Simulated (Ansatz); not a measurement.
Computed with DFT PBE, scalar-relativistic, plane waves, PAW in Ansatz. All cells share a 420 eV cutoff and Γ-centred k meshes spaced at most about 0.3 Å⁻¹ (about 0.25 or finer for metals, 2π included). No spin polarisation in the final relaxations.

Temperature and zero-point effects are left out. All come from trial cells, and lower structures may exist.

Question: Order these relaxed structures of Zn2SbO3 by energy, lowest first, with the energy over the lowest of them.
A.

```xyz
6
Lattice="5.5411 0.0000 0.0000 -2.7705 4.7987 0.0000 0.0000 0.0000 2.8126" Properties=species:S:1:pos:R:3 pbc="T T T"
Zn    2.7705    1.5996    0.0000
Zn    0.0000    3.1991    0.0000
Sb    0.0000    0.0000    0.0000
O     2.7705    0.0000    1.4063
O    -1.3853    2.3993    1.4063
O     1.3853    2.3993    1.4063
```

B.

```xyz
6
Lattice="6.2533 0.0000 0.0000 -3.1266 5.4155 0.0000 0.0000 0.0000 3.2308" Properties=species:S:1:pos:R:3 pbc="T T T"
Zn    0.0000    3.6103    0.0000
Zn    3.1266    1.8052    0.0000
Sb    0.0000    0.0000    0.0000
O     3.1266    0.0000    0.0000
O    -1.5633    2.7077    0.0000
O     1.5633    2.7077    0.0000
```

C.

```xyz
6
Lattice="3.1507 0.0000 0.0000 0.0000 3.1507 0.0000 0.0000 0.0000 8.6804" Properties=species:S:1:pos:R:3 pbc="T T T"
Zn    0.0000    1.5754    5.3518
Zn    1.5754    0.0000    3.3287
Sb    0.0000    0.0000    0.0000
O     1.5754    1.5754    0.0000
O     0.0000    1.5754    3.2702
O     1.5754    0.0000    5.4102
```

D.

```xyz
6
Lattice="3.4679 0.0000 0.0000 0.0000 5.0621 0.0000 0.0000 0.0000 6.1189" Properties=species:S:1:pos:R:3 pbc="T T T"
Zn    1.7340    2.5311    4.2152
Zn    1.7340    2.5311    1.9036
Sb    1.7340    0.0000    0.0000
O     2.3886    0.0000    3.0594
O     1.0793    0.0000    3.0594
O     1.7340    2.5311    0.0000
```

Answer: C (0 meV/atom), A (187 meV/atom), B (321 meV/atom), D (852 meV/atom). Forms: C P-4m2; A P6/mmm; B P6/mmm; D Pmmm. A holds Sb–Sb chains (shortest 2.81 Å); D holds O–O pairs (shortest 1.31 Å, as in superoxide) (bonds between like non-metal atoms; other contacts aren't counted).

Weakly bound directions are ill-defined at this level, which has no dispersion term (P-4m2), and this can change margins and order among such cells. These runs have no spin–orbit coupling, which can matter for Sb. In P-4m2, P6/mmm at 12.5 Å³/atom, P6/mmm at 18.2 Å³/atom, Pmmm an odd number of electrons in the primitive cell allows no gap without spin; a larger cell or a magnetic state could open one. A magnetic state wasn't ruled out in cells without spin, among them Pmmm. Cells relaxed within their symmetry can be saddle points. Some candidate types were left out of the draw beforehand, so a known form may be missing.
